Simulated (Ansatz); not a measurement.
Consider the following.

AlB$_{2}$Ru$_{2}$:
```
CELL_PARAMETERS angstrom
      1.47326    -6.42456     0.00000
      1.47326     6.42456     0.00000
      0.00000     0.00000     2.82171
ATOMIC_POSITIONS crystal
  Al 0.00000 0.00000 0.00000
  Ru 0.35786 0.64214 0.50000
  Ru 0.64214 0.35786 0.50000
  B  0.21040 0.78960 0.00000
  B  0.78960 0.21040 0.00000
```

This is the PBE-relaxed structure.

### Question
All from PBE in the plane-wave PAW code Ansatz, unless another level is named. Give the electronic character.

### Answer
metallic (no gap).

### Question
And the formation energy from the elements (no fitted shifts)?

### Answer
-0.35 eV/atom.

Space group Cmmm. The start of the workflow was typed in or built on a structure type; neither database checked (COD, Materials Project) lists it. Whether it is the stable phase at ambient conditions was not checked. Symmetry was held in the PBE relaxation; whether a distortion lowers the energy is not shown. The run is not spin-polarised. The volume moved by 19 % from the start of the relaxation. The references are the lowest solids computed at this level, not always the standard phases. Spin–orbit coupling is left out wherever it is not named.

Potentials: the later of the program's two PAW sets.
